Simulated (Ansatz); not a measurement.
Phonons of La2O3 (A-La2O3 type, space group P-3m1) at Γ, M = (0.5, 0.0, 0.0), A = (0.0, 0.0, 0.5), L = (0.5, 0.0, 0.5).

La$_{2}$O$_{3}$ (A-La2O3 type, space group P-3m1)

```xyz
5
Lattice="3.9403 0.0000 0.0000 -1.9701 3.4124 0.0000 0.0000 0.0000 6.1880" Properties=species:S:1:pos:R:3 pbc="T T T"
La     0.0000     2.2749     1.5308
La     1.9701     1.1375     4.6572
O      0.0000     0.0000     0.0000
O      0.0000     2.2749     3.9930
O      1.9701     1.1375     2.1950
```

Level of theory: PBE (plane waves to 420 eV, PAW, scalar-relativistic; Ansatz, a quantum-chemistry and plane-wave program). Harmonic phonons by density-functional perturbation theory on a 8×8×4 k mesh, in cm⁻¹; i marks imaginary ones, q is in fractions of the reciprocal vectors of the cell shown, and the three acoustic modes at Γ are left out. The non-analytic (LO-TO) term is not included, so polar modes at Γ have their transverse values. The program warned that its band solver left a few bands short of their tolerance. La2O3 is run without spin polarisation. La2O3 was relaxed with its symmetry unable to fall.

```
q                                                                         wavenumbers (cm⁻¹)
-------------------  -----------------------------------------------------------------------
Γ                                  97 (×2), 164 (×2), 173, 181, 344 (×2), 379 (×2), 381, 426
M = (0.5, 0.0, 0.0)  74, 94, 106, 109, 149, 169, 205, 207, 269, 272, 301, 340, 381, 487, 494
A = (0.0, 0.0, 0.5)   56 (×2), 86 (×2), 97, 140, 166 (×2), 334 (×2), 378, 386 (×2), 392, 493
L = (0.5, 0.0, 0.5)  65, 70, 104, 112, 112, 203, 204, 225, 229, 301, 302, 327, 381, 465, 514
```

The structure shows no imaginary mode at these points (lowest 56 cm⁻¹ at A = (0.0, 0.0, 0.5)); other wave vectors were not tested.

Highest mode: 514 cm⁻¹ at L = (0.5, 0.0, 0.5).
